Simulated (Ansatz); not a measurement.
PtSe₂ (fluorite or antifluorite type), relaxed with HSE06 (Ansatz, a program for electronic structure, plane waves, PAW): a = b = c = 6.2188 Å, α = β = γ = 90.00°.

- B₀ by P(V) fit (GPa) = 122

Problem. The same phase is relaxed and computed with PBE in the same code. What are the cell and these values now?

Solution. a = b = c = 6.2896 Å, α = β = γ = 90.00°.

B₀ by P(V) fit (GPa): 107

Constructed cells (a structure type filled with these elements, in neither database checked): PtSe2, fluorite or antifluorite type. All cells were relaxed under the symmetry of their starts (and spin orders); stability against distortions was not tested throughout. Rows with no word on spin ran without spin polarisation. Scalar-relativistic: spin–orbit coupling is off unless named, which matters more the heavier the elements.

Potentials: the later of the program's two PAW sets.

Ansatz is a plane-wave DFT program.
